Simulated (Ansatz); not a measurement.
Input and command of a plane-wave DFT calculation in Ansatz:

```yaml
crystal:
  lattice:
    - [3.24272, 0.0, 0.0]
    - [0.0, 3.24272, 0.0]
    - [0.0, 0.0, 2.86856]
  atoms:
    - { symbol: Ti, position: [0.5, 0.5, 0.5] }
    - { symbol: Re, position: [0.0, 0.0, 0.0] }
basis:
  ecutwfc: 500
kpoints:
  mp_grid: { grid: [16, 16, 16] }
hamiltonian:
  xc: r2scan
scf:
  occupations: { method: gaussian, width: 0.15 }
output:
  forces: true
  stress: true
  eigenvalues: true
  write_density: true
  write_potential: true
  elf: true
  volumetric_format: npy
```

```bash
ansatz run input.yaml --threads 1 --pin off --max-ram 2560MiB --backend cpu --events-out ev --progress --plain --runs-dir out
```

Processor: Arm Neoverse V1, 1 thread, on a host shared with other jobs.

Task: Estimate time, memory and problem size.

Result: About 39 s on 1 thread of Arm Neoverse V1, on a shared host, peak memory 0.55 GiB. It solves 18 bands at 405 k points (the mesh reduced by symmetry) with about 751 plane waves, in 8 SCF iterations.
